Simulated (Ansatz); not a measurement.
Cell and atoms are relaxed with the symmetry kept. Start:

```cif
data_structure
_symmetry_space_group_name_H-M 'I4/mcm'
_symmetry_Int_Tables_number 140
_cell_length_a 5.1092
_cell_length_b 5.1092
_cell_length_c 4.2409
_cell_angle_alpha 90.000
_cell_angle_beta 90.000
_cell_angle_gamma 90.000
_cell_volume 110.71
loop_
_atom_site_label
_atom_site_type_symbol
_atom_site_symmetry_multiplicity
_atom_site_Wyckoff_symbol
_atom_site_fract_x
_atom_site_fract_y
_atom_site_fract_z
_atom_site_occupancy
Cr1 Cr 8 h 0.16594 0.66594 0.00000 1
B1 B 4 a 0.00000 0.00000 0.25000 1
```

The calculation used Ansatz, DFT r2SCAN, scalar-relativistic, plane waves, PAW.

Cutoff 500 eV; k points 12×12×12 on the computed 6-atom cell (Γ-centred); Gaussian smearing, width 0.10 eV; no spin polarisation.

Q: What does it relax to?

A: The volume increases by 0.01 Å³/atom to 9.23 Å³/atom, and the energy changes by under 0.1 meV/atom. Final structure:
```cif
data_structure
_symmetry_space_group_name_H-M 'P 1'
_symmetry_Int_Tables_number 1
_cell_length_a 4.1898
_cell_length_b 4.1898
_cell_length_c 4.1898
_cell_angle_alpha 104.863
_cell_angle_beta 104.863
_cell_angle_gamma 119.141
_cell_volume 55.39
loop_
_atom_site_label
_atom_site_type_symbol
_atom_site_fract_x
_atom_site_fract_y
_atom_site_fract_z
_atom_site_occupancy
Cr1 Cr 0.66604 0.16604 0.83209 1
Cr2 Cr 0.16604 0.33396 0.50000 1
Cr3 Cr 0.33396 0.83396 0.16791 1
Cr4 Cr 0.83396 0.66604 0.50000 1
B1 B 0.25000 0.25000 0.00000 1
B2 B 0.75000 0.75000 0.00000 1
```